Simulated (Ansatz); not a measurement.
GeTe4Pb3 in space group P4/mmm (No. 123; Pearson symbol tP8), DFT-LDA in the program Ansatz with PAW potentials. The conduction-band minimum lies at X, with 2 equivalent valleys. Second derivatives d²E/dk² of the lowest band at one valley (eV·Å²), along Cartesian directions:

```csv
direction,d²E/dk²
[100],40.76
[010],30.97
[001],136.0
[110],35.83
[101],88.66
[011],83.40
```

Task: Find the principal effective masses, the density-of-states mass and the conductivity mass.

Result: Off-diagonal terms follow from H_xy = H[110] − (H_xx + H_yy)/2, and m*/mₑ = 7.620 eV·Å² over each eigenvalue: 0.056, 0.19, 0.25. One valley's DOS mass (m₁m₂m₃)^(1/3) = 0.14, conductivity mass 3/(Σ 1/mᵢ) = 0.11 mₑ.

Task: What effective density of states Nc follows at 300 K for parabolic valleys?

Result: Nc = 2.509e19 × 2 × (0.14)^(3/2) ≈ 2.6e18 cm⁻³.

The workflow started from a Materials Project entry (that database holds measured and hypothetical structures alike); the Crystallography Open Database copy checked does not list it. With Ge and Pb taken as one species the cell has the higher symmetry Fm-3m, so it may be an ordered model of a mixed-site phase. Its standing as an ambient phase is unchecked. The cell was relaxed with LDA under the symmetry of its start. At this level the phase is dynamically unstable (imaginary phonons). Spin–orbit coupling is left out wherever it is not named.

Potentials: the later of the program's two PAW sets.

Edges and masses are those of Kohn–Sham bands, whose gap is no quasiparticle gap.
